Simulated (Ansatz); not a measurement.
The start is a relaxed Zr3Si cell, doubled along one cell vector, shaken by Gaussian noise of σ = 0.08 Å a coordinate. Cell shape, volume and atoms are optimised at zero target pressure with r2SCAN (plane waves to 500 eV, PAW, scalar-relativistic; Ansatz, an electronic-structure program). The first steps use a coarse 6×3×5 k-mesh.

Starting cell:
```yaml
crystal:
  lattice:
    - [4.76306, 0.00000, 0.00000]
    - [-4.76306, 8.24986, 0.00000]
    - [0.00000, 0.00000, 4.98823]
  atoms:
    - { symbol: Zr, position: [0.00189, 0.99476, 0.51782] }
    - { symbol: Zr, position: [0.99464, 0.48317, 0.48423] }
    - { symbol: Zr, position: [0.33452, 0.31488, 0.00056] }
    - { symbol: Zr, position: [0.34479, 0.82882, 0.02105] }
    - { symbol: Zr, position: [0.64947, 0.15024, 0.01155] }
    - { symbol: Zr, position: [0.65284, 0.65542, 0.97794] }
    - { symbol: Si, position: [0.97545, 0.99142, 0.01153] }
    - { symbol: Si, position: [0.97777, 0.48938, 0.01500] }
```

**Question.** What is the largest force in the starting geometry, and on which atom (counted from 1)?

**Answer.** About 3.2 eV/Å, on Zr2 (atoms numbered as listed).

**Question.** By how much does the energy per atom fall from start to end?

**Answer.** 0.58 eV/atom.

**Question.** How does the volume per atom move from start to end?

**Answer.** -8.4 %, from 24.50 to 22.44 Å³/atom.

**Question.** Is the parent structure recovered?

**Answer.** It does not go back: it reaches Cmcm (No. 63), 0.52 eV/atom below the parent.

**Question.** How do the shortest distances between atoms change?

**Answer.** The closest pairs of elements (up to four, under 3.6 Å), start → end: Si–Zr 2.34 → 2.73 Å; Zr–Zr 2.65 → 3.11 Å.

**Question.** Is the relaxed structure metallic? Give its gap.

**Answer.** Zero (metallic).

**Question.** What does it relax into? Give the structure.

**Answer.** 
Space group Cmcm (No. 63); a = 4.586 Å, b = 17.431 Å, c = 4.492 Å, α = β = γ = 90.00°

| atom | site | symmetry | x | y | z |
|---|---|---|---|---|---|
| Zr | 4c | m2m | 0.0000 | 0.4384 | 0.2500 |
| Zr | 4c | m2m | 0.0000 | 0.0618 | 0.2500 |
| Zr | 4c | m2m | 0.0000 | 0.2516 | 0.2500 |
| Si | 4c | m2m | 0.0000 | 0.1623 | 0.7500 |
(The calculation used a cell of 8 atoms; values per cell refer to that cell.)

Final values are on a 11×11×10 k-mesh of the relaxed cell. No spin polarisation in the result.

The relaxed structure here is a generated cell of Zr3Si: the first start was made by placing the elements on the sites of a structure type, and the end was not matched to a known phase here, so it may be hypothetical.
